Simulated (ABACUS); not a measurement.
A self-consistent single point of Se (R-3, 6 atoms in the cell; from Materials Project mp-147, changed as shown).

```
Se
1.0
    5.61737     3.24319     1.60234
   -5.61737     3.24319     1.60234
    0.00000    -6.48638     1.60234
Se
6
Direct
  0.84914   0.72591   0.09273
  0.15086   0.27409   0.90727
  0.09273   0.84914   0.72591
  0.90727   0.15086   0.27409
  0.72591   0.09273   0.84914
  0.27409   0.90727   0.15086
```

Method: PBEsol, PseudoDojo 0.4 standard norm-conserving PBEsol (tails mended) pseudopotentials (plane waves; ABACUS).

ABACUS settings:

KPT: Gamma 3 3 3 0 0 0
basis_type: pw
dft_functional: PBESOL
ecutwfc: 86 Ry
smearing_method: gaussian
smearing_sigma: 0.00367493 Ry
potentials: PseudoDojo 0.4 standard norm-conserving PBEsol (tails mended)
symmetry: 1
symmetry_prec: 1e-05
ks_solver: dav_subspace
scf_nmax: 100
scf_thr: 1.0e-09 Ry
mixing_type: broyden
mixing_beta: 0.4

Results:

Number of valence electrons: 96
Number of bands: 58
Number of k-points after the program's reduction: 6
Number of plane waves (most at a k-point): 15944
Number of SCF iterations: 10
FFT grid: 75 × 75 × 75
Free energy E − TS: -19772.8980 eV
Pressure: 0.22 GPa
Largest force (vector length): 0.441 eV/Å

Forces (eV/Å):
```csv
atom,Fx,Fy,Fz
Se1,0.134,-0.349,-0.234
Se2,-0.134,0.349,0.234
Se3,0.235,0.291,-0.234
Se4,-0.235,-0.291,0.234
Se5,-0.369,0.058,-0.234
Se6,0.369,-0.058,0.234
```

Stress (GPa, positive for compression):
```
 0.36   0.00   0.00
 0.00   0.36   0.00
 0.00   0.00  -0.06
```

For comparison: a first run was changed to give this one (volume scaled by 0.98), and from it to this one the free energy drops by 1.0 meV/atom, the pressure goes from -0.77 to 0.22 GPa and the largest force goes from 0.221 to 0.441 eV/Å.

The structure comes from a collection of computed structures, made at another level of theory; the collection holds predicted forms beside known ones.

Cost on one core: roughly 3 core-minutes.

“Tails mended”: in these copies of the files the far tail of each local potential was reset to the Coulomb form.
